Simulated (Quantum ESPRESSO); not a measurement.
# Band energies of AgCl at -1 % biaxial strain

```
AgCl
1.0
    1.82866    -5.37829     0.00000
    1.82866     5.37829     0.00000
    0.00000     0.00000     3.89482
Cl Ag
2 2
Direct
  0.86443   0.13557   0.25000
  0.13557   0.86443   0.75000
  0.39881   0.60119   0.75000
  0.60119   0.39881   0.25000
```

PBEsol (Quantum ESPRESSO, PseudoDojo norm-conserving, 82 Ry, scalar-relativistic); path ΓXSRAZΓYX1A1TY,ZT; energies in eV from the valence-band maximum.

```csv
k (1/Å),point,band 22,band 23,band 24,band 25,band 26,band 27,band 28,band 29
0.00,Γ,-2.37,-2.29,-1.95,-1.68,-1.48,0.35,2.98,7.95
0.64,,-2.06,-1.65,-1.13,-0.56,-0.20,3.20,4.45,4.65
0.96,X,-2.12,-1.26,-0.75,-0.12,-0.07,2.66,5.40,5.74
1.27,S,-2.04,-1.36,-1.10,-0.08,-0.02,2.97,5.04,5.48
1.38,,-2.04,-1.38,-1.15,-0.20,-0.09,3.01,5.05,5.66
2.07,R,-2.25,-2.17,-2.17,-1.55,-1.55,2.78,2.78,7.21
2.23,,-2.28,-2.11,-2.11,-1.50,-1.50,2.83,2.83,7.15
2.38,A,-2.29,-2.03,-2.03,-1.40,-1.40,2.94,2.94,6.98
2.91,,-2.34,-1.97,-1.97,-0.86,-0.86,3.48,3.48,7.70
3.34,Z,-2.45,-1.37,-1.37,-0.15,-0.15,4.37,4.37,6.62
3.54,,-2.40,-1.46,-1.41,-0.42,-0.35,3.25,5.30,5.87
4.15,Γ,-2.37,-2.29,-1.95,-1.68,-1.48,0.35,2.98,7.95
4.26,,-2.53,-2.40,-1.73,-1.66,-1.50,0.50,3.02,7.75
4.73,Y,-2.60,-2.04,-1.74,-1.70,-1.45,2.13,3.82,6.20
4.92,,-2.19,-2.16,-1.85,-1.31,-1.11,2.31,4.02,6.18
5.49,X1,-2.12,-1.26,-0.75,-0.12,-0.07,2.66,5.40,5.74
5.59,,-2.13,-1.30,-0.77,-0.20,-0.12,2.73,5.52,5.77
6.20,,-2.28,-2.07,-1.98,-1.45,-1.23,2.99,3.00,6.50
6.30,A1,-2.29,-2.03,-2.03,-1.40,-1.40,2.94,2.94,6.98
6.77,,-2.06,-0.87,-0.87,-0.77,-0.77,4.09,4.09,5.83
7.06,T,-1.98,-0.77,-0.77,-0.20,-0.20,3.46,3.46,7.01
7.42,,-1.88,-1.25,-1.02,-0.77,-0.77,2.72,4.74,6.01
7.86,Y,-2.60,-2.04,-1.74,-1.70,-1.45,2.13,3.82,6.20
7.86,Z,-2.45,-1.37,-1.37,-0.15,-0.15,4.37,4.37,6.62
8.45,T,-1.98,-0.77,-0.77,-0.20,-0.20,3.46,3.46,7.01
```

The PBEsol gap is indirect, 0.35 eV, from 89 % of the way from Γ to X to Γ; the smallest direct gap is 1.83 eV. Another valence extremum on the path lies within 0.02 eV, too close to call.

Spin-orbit splittings are left out.

Geometry strained from the cell relaxed with PBEsol, atoms relaxed again.

This is not the ordinary phase of the substance; no match was found in the copy of COD used, and its stability was not checked.

Letters of k points follow the standard setting of the lattice, whose axes may be ordered differently from the printed cell.
